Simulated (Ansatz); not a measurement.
Calculated with Ansatz: YNb6In6, relaxation

Input:

```yaml
crystal:
  lattice:
    - [5.837924, 0.0, 0.0]
    - [-2.918962, 5.055794, 0.0]
    - [0.0, 0.0, 9.65936]
  atoms:
    - { symbol: "Y", position: [0.0, 0.0, 0.0] }
    - { symbol: In, position: [0.3333, 0.6667, 0.5] }
    - { symbol: In, position: [0.6666, 0.3333, 0.5] }
    - { symbol: In, position: [0.3333, 0.6667, 0.0] }
    - { symbol: In, position: [0.6666, 0.3333, 0.0] }
    - { symbol: In, position: [0.0, 0.0, 0.33003] }
    - { symbol: In, position: [0.0, 0.0, 0.66997] }
    - { symbol: Nb, position: [0.0, 0.5, 0.24932] }
    - { symbol: Nb, position: [0.5, 0.0, 0.24932] }
    - { symbol: Nb, position: [0.5, 0.5, 0.24932] }
    - { symbol: Nb, position: [0.5, 0.0, 0.75068] }
    - { symbol: Nb, position: [0.0, 0.5, 0.75068] }
    - { symbol: Nb, position: [0.5, 0.5, 0.75068] }
  symmetry: { tolerance: 0.0003 }
kpoints:
  mp_grid: { grid: [7, 7, 4], shift: [0, 0, 0] }
magnetization:
  spin_polarized: false
scf:
  occupations: { method: fermi_dirac }
  lower_state_search: "off"
hamiltonian:
  pseudopotentials: { kind: paw }
  xc: r2scan
basis:
  ecutwfc: 500
  fft_grid_basis: typed
relax:
  max_steps: 60
  cell: { p_target: 5.0 }
output:
  forces: true
  stress: true
  eigenvalues: true
  populations: true
  elf: true
  write_potential: true
  volumetric_format: npy
  dos:
    e_range: [-12, 8]
    de: 0.05
    projected: { site_lists: { In: [In], Nb: [Nb], "Y": ["Y"] } }
  write_density: true
  bader: false
checkpoint:
  read: saved_state
```

The command:

```bash
ansatz run input.yaml --threads 2 --pin off --max-ram 3584MiB --backend cpu --events-out ev --progress --plain --runs-dir out
```

Origin of the cell: a known structure type with other elements, at an estimated volume, so it need not be a known compound.

The smearing width isn't typed, so it takes its default of 0.1 eV.

The saved state is a converged single point of the same cell.

Steps («new basis» is an SCF on plane waves selected anew at the same cell):

| step | ΔH (meV/atom) | max force component (eV/Å) | P (GPa) | volume (Å³) | SCF iterations | step was |
| --- | --- | --- | --- | --- | --- | --- |
| 1 | 0.0 | 0.728 | -1.45 | 285.10 | 6 | accepted |
| 2 | -52.0 | 0.073 | 10.43 | 259.98 | 8 | accepted |
| 3 | -65.4 | 0.021 | 4.64 | 271.50 | 8 | accepted |
| 4 | -65.6 | 0.006 | 4.99 | 270.63 | 6 | accepted |
| 5 | -65.6 | 0.000 | 5.00 | 270.62 | 7 | accepted |
| 6 | -65.3 | 0.000 | 4.99 | 270.62 | 5 | new basis |

Before:

Space group P6/mmm (No. 191); the run's cell has a = 5.838 Å, b = 5.838 Å, c = 9.659 Å, α = 90.00°, β = 90.00°, γ = 120.00°. Shortest distances: Nb–Nb 2.92 Å, In–Nb 2.94 Å, In–Y 3.19 Å, In–In 3.28 Å.

The relaxed structure.

Space group P6/mmm (No. 191); the run's cell has a = 5.609 Å, b = 5.609 Å, c = 9.932 Å, α = 90.00°, β = 90.00°, γ = 120.00°. Shortest distances: Nb–Nb 2.80 Å, In–Nb 2.89 Å, In–Y 3.14 Å, In–In 3.24 Å.

```
CELL_PARAMETERS angstrom
5.60903 0.00000 0.00000
-2.80452 4.85756 0.00000
0.00000 0.00000 9.93241
ATOMIC_POSITIONS crystal
Y 0.00000 0.00000 0.00000
In 0.33333 0.66667 0.50000
In 0.66667 0.33333 0.50000
In 0.33333 0.66667 0.00000
In 0.66667 0.33333 0.00000
In 0.00000 0.00000 0.31633
In 0.00000 0.00000 0.68367
Nb 0.00000 0.50000 0.24583
Nb 0.50000 0.00000 0.24583
Nb 0.50000 0.50000 0.24583
Nb 0.50000 0.00000 0.75417
Nb 0.00000 0.50000 0.75417
Nb 0.50000 0.50000 0.75417
```

```yaml
Enthalpy_lowered_by: 65.3 meV/atom
Volume_change: -5.08 %
Final_pressure: 4.99 GPa
Relaxation_steps_listed: 6
Gap_on_the_mesh: none (metal)
```

Caveats: no moments, though an odd count or open d shells may carry them; the relaxation held the start's symmetry, so the end may be a saddle point.

Time: 5.1 min on 2 threads of Arm Neoverse V1, with other jobs on the host, peak memory 1.6 GiB, from a saved density.
